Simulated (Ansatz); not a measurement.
System: Co, 2 atoms in the cell.

Computed with PBE with spin–orbit coupling, plane waves, PAW datasets (generated hard set) (Ansatz 0.2.0 development build).

Cutoff 700 eV; k-mesh 10×10×6 Γ-centred; Fermi–Dirac smearing of 0.1 eV; starting moments Co1 2, Co2 2 μB along [1, 0, 0].

```
CELL_PARAMETERS angstrom
2.50700 0.00000 0.00000
-1.25350 2.17113 0.00000
0.00000 0.00000 4.06900
ATOMIC_POSITIONS crystal
Co 0.33333 0.66667 0.25000
Co 0.66667 0.33333 0.75000
```

(1) What pressure does the calculation give?

(2) How long does `ansatz run input.yaml --threads 1` take on 1 core of an Intel Xeon Platinum 8488C (shared host)?

Results:

(1) The pressure is -3.37 GPa, so at these settings the cell is stretched and would shrink.

(2) About 2.2 min for 13 electronic iterations.

The stress includes the program's correction for the finite plane-wave basis.

The k-mesh is modest, so these values aren't fully converged in k.
